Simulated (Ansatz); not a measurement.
MgO (rock salt)

```yaml
crystal:
  lattice:
    - [0.00000, 4.20438, 4.20438]
    - [2.10219, 0.00000, 2.10219]
    - [2.10219, 2.10219, 0.00000]
  atoms:
    - { symbol: O, position: [0.00000, 0.00000, 0.00000] }
    - { symbol: O, position: [0.50000, 0.00000, 0.00000] }
    - { symbol: Mg, position: [0.25000, 0.50000, 0.50000] }
    - { symbol: Mg, position: [0.75000, 0.50000, 0.50000] }
```

In this cell atom 1 (O, nearest neighbour Mg at 2.102 Å; its periodic images, 3.0 Å or more away, move with it) is moved by s along Cartesian z, unit vector (0.000, 0.000, 1.000); all other atoms and the cell stay fixed.

Level of theory: r2SCAN (plane waves to 500 eV, PAW, scalar-relativistic; Ansatz, a program for electronic structure). k mesh 11×11×11 (Γ-centred), Fermi-Dirac smearing 0.05 eV. E stands for the smeared free energy. Left out: 2 of 11 points, with atoms too close for the PAW data. MgO was relaxed with its symmetry unable to fall. The zero of ΔE is the undisplaced structure.

### Question
Give the computed ΔE (meV/cell) at s (Å) = -0.504, -0.378, -0.126, 0.126, 0.252, 0.378.

### Answer
| s (Å) | ΔE (meV/cell) |
|---|---|
| -0.504 | 1832 |
| -0.378 | 838 |
| -0.126 | 72 |
| 0.126 | 72 |
| 0.252 | 318 |
| 0.378 | 838 |

(For displaced atoms, the force is minus the slope of the energy, and its curvature is a force constant, which sets phonon frequencies.)
